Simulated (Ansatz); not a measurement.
GePt:
```
CELL_PARAMETERS angstrom
      5.73849     0.00000     0.00000
      0.00000     3.71572     0.00000
      0.00000     0.00000     6.06532
ATOMIC_POSITIONS crystal
  Pt 0.00092 0.25000 0.19083
  Pt 0.49908 0.75000 0.69083
  Pt 0.50092 0.25000 0.30917
  Pt 0.99908 0.75000 0.80917
  Ge 0.18456 0.25000 0.58907
  Ge 0.31544 0.75000 0.08907
  Ge 0.68456 0.25000 0.91093
  Ge 0.81544 0.75000 0.41093
```

Relaxed with PBEsol. Special points in fractions of this cell's reciprocal vectors: Γ (0.000, 0.000, 0.000); X (0.500, 0.000, 0.000); S (0.500, 0.500, 0.000); Y (0.000, 0.500, 0.000); Z (0.000, 0.000, 0.500); U (0.500, 0.000, 0.500); R (0.500, 0.500, 0.500); T (0.000, 0.500, 0.500).

**Question.** List the band energies nearest the Fermi level at these points for plane-wave PAW PBEsol with spin–orbit coupling (Ansatz code).

**Answer.** In eV from the Fermi level; about four levels below and three above (degenerate sets whole), none deeper than 8.9 eV; points with the same levels are listed once.

```json
[
 {"k": "Γ", "below": "-1.35 -1.35 -0.91 -0.91", "above": "0.55 0.55 0.99 0.99"},
 {"k": "X", "below": "-0.01 -0.01 -0.01 -0.01", "above": "1.20 1.20 1.20 1.20"},
 {"k": "S", "below": "-1.81 -1.81 -1.81 -1.81", "above": "0.65 0.65 0.65 0.65"},
 {"k": "Y", "below": "-0.19 -0.19 -0.19 -0.19", "above": "2.02 2.02 2.02 2.02"},
 {"k": "Z", "below": "-0.05 -0.05 -0.05 -0.05", "above": "1.01 1.01 1.01 1.01"},
 {"k": "U", "below": "-1.40 -1.40 -1.40 -1.40", "above": "0.65 0.65 0.65 0.65"},
 {"k": "R", "below": "-2.30 -2.30 -2.30 -2.30", "above": "2.42 2.42 2.42 2.42"},
 {"k": "T", "below": "-2.05 -2.05 -2.05 -2.05", "above": "0.39 0.39 0.39 0.39"}
]
```

Space group Pnma. Symmetry was held in the PBEsol relaxation. The run is not spin-polarised.

Potentials: the later of the program's two PAW sets.
